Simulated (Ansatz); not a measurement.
# ¹⁷O NMR of the central transition in CsH₂SNO₃

Cell: a Materials Project structure (computed, not necessarily an observed phase), taken as it stands.

Space group P2_1/c (No. 14); a = 8.3231, b = 7.6542, c = 8.7232 Å, β = 115.27°.

```
site  Wyckoff  site symmetry       x       y       z
  Cs       4e              1  0.1837  0.8540  0.9405
  H5       4e              1  0.5296  0.0075  0.3408
  H9       4e              1  0.6434  0.8825  0.2643
   S       4e              1  0.7287  0.8484  0.5449
   N       4e              1  0.6544  0.9626  0.3638
 O21       4e              1  0.5964  0.7127  0.5314
 O25       4e              1  0.7462  0.9809  0.6740
 O29       4e              1  0.8984  0.7718  0.5661
```

One atom of each set is listed.

Method: Kohn–Sham DFT in Ansatz, PBE, plane waves and PAW, scalar-relativistic, 420 eV cutoff, Γ-centred 3×3×3 k-points, Fermi–Dirac smearing 0.02 eV.

¹⁷O has I = 5/2 and Q = -25.58 mb (Pyykkö 2018); at 16.4 T its Larmor frequency is ν₀ = 94.7 MHz. Only the quadrupole interaction is simulated: positions count from each site's isotropic chemical shift, and J coupling is left out, as are shift anisotropy and dipolar coupling, which fast spinning averages.

Problem. What does the ¹⁷O spectrum (fast magic-angle spinning) show for each site?

Solution. 

```
site                                             first shell  C_Q (MHz)     η  P_Q (MHz)  δ_QIS (ppm)  breadth (kHz)
 O21  1 S at 1.48 Å; also 1 H at 2.03 Å, 2 Cs at 3.22–3.25 Å      -7.87  0.13       7.90        -41.7           8.78
 O25                      1 S at 1.48 Å; also 1 Cs at 3.16 Å      -7.91  0.12       7.93        -42.1           8.84
 O29                 1 S at 1.47 Å; also 3 Cs at 3.16–3.27 Å      -7.82  0.17       7.86        -41.3           8.78
```

δ_QIS = −(ν_Q²/30ν₀²)[I(I+1) − 3/4](1 + η²/3) × 10⁶ ppm with ν_Q = 3|C_Q|/[2I(2I−1)]; it falls as 1/B₀² in ppm, and the breadth as 1/B₀ in kHz.

At O21, O25 and O29 V_zz points along its bond to S (within 2°) in each case.

The largest force is 0.3 eV/Å, so the atoms aren't at the calculated equilibrium and relaxing them would move these values.
